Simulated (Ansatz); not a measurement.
NaF:
Space group F-43m (No. 216); a = b = c = 5.0637 Å, α = β = γ = 90.00°

| atom | site | symmetry | x | y | z |
|---|---|---|---|---|---|
| Na | 4a | -43m | 0.0000 | 0.0000 | 0.0000 |
| F | 4d | -43m | 0.7500 | 0.7500 | 0.7500 |
(The calculation used a cell of 2 atoms; values per cell refer to that cell.)

Relaxed with r²SCAN.

Question: Tabulate the valence density and the electron localisation function along the shortest Na–Na contact (3.58 Å), plane-wave PAW r²SCAN (Ansatz code).

Answer: 

| distance from Na (Å) | density (e/Å³) | ELF |
|---|---|---|
| 0.36 | 10.70 | 0.50 |
| 0.54 | 3.68 | 0.62 |
| 0.72 | 0.68 | 0.49 |
| 0.90 | 0.18 | 0.12 |
| 1.07 | 0.08 | 0.02 |
| 1.25 | 0.06 | 0.03 |
| 1.43 | 0.07 | 0.14 |
| 1.61 | 0.07 | 0.30 |
| 1.79 | 0.08 | 0.35 |
| 1.97 | 0.07 | 0.30 |
| 2.15 | 0.07 | 0.14 |
| 2.33 | 0.06 | 0.03 |
| 2.51 | 0.08 | 0.02 |
| 2.69 | 0.18 | 0.12 |
| 2.86 | 0.68 | 0.49 |
| 3.04 | 3.68 | 0.62 |
| 3.22 | 10.70 | 0.50 |

The density is the valence pseudo-density with augmentation charge, so density and ELF within about 1 Å of a nucleus are not all-electron values.

The start of the workflow was typed in or built on a structure type; neither database checked (COD, Materials Project) lists it. It is not the phase usual at ambient conditions (space group No. 225). The cell was relaxed with r²SCAN under the symmetry of its start; whether a distortion lowers the energy is not shown.

Potentials: the later of the program's two PAW sets.
